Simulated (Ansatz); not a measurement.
Zn (hcp, Mg type)

```
CELL_PARAMETERS angstrom
      5.24526     0.00000     0.00000
     -1.31132     2.27126     0.00000
      0.00000     0.00000     5.18869
ATOMIC_POSITIONS crystal
  Zn 0.16667 0.66667 0.75000
  Zn 0.66667 0.66667 0.75000
  Zn 0.33333 0.33333 0.25000
  Zn 0.83333 0.33333 0.25000
```

The atoms are displaced by Q × the pattern below (from a DFPT mode at M = (0.5, 0.0, 0.0), largest move 1; Q in Å), at fixed cell. (q is in reciprocal vectors of the primitive cell; the cell shown is doubled to hold the pattern.)

| atom | x | y | z |
|---|---|---|---|
| Zn1 | 0.000 | 0.000 | -1.000 |
| Zn2 | 0.000 | 0.000 | 1.000 |
| Zn3 | 0.000 | 0.000 | 1.000 |
| Zn4 | 0.000 | 0.000 | -1.000 |

The numbers are results of PBE (plane waves to 420 eV, PAW, scalar-relativistic; Ansatz, a first-principles code), not measurements. k mesh 10×20×9 (Γ-centred), Fermi-Dirac smearing 0.05 eV. With partly filled bands, energies and forces of such displacements shift with the k mesh and the smearing. Zn was relaxed with its symmetry unable to fall.

At one point of the scan the forces (eV/Å) are:

```csv
atom,Fx,Fy,Fz
Zn1,-0.013,-0.008,-0.065
Zn2,-0.013,-0.008,0.065
Zn3,0.013,0.008,0.065
Zn4,0.013,0.008,-0.065
```

Which point is it?
A. Q = -0.280 Å
B. Q = -0.187 Å
C. Q = -0.233 Å
D. Q = -0.093 Å

D, Q = -0.093 Å

(A displaced cell: forces are minus the slopes of the energy, force constants its curvatures, and phonons follow from these.)
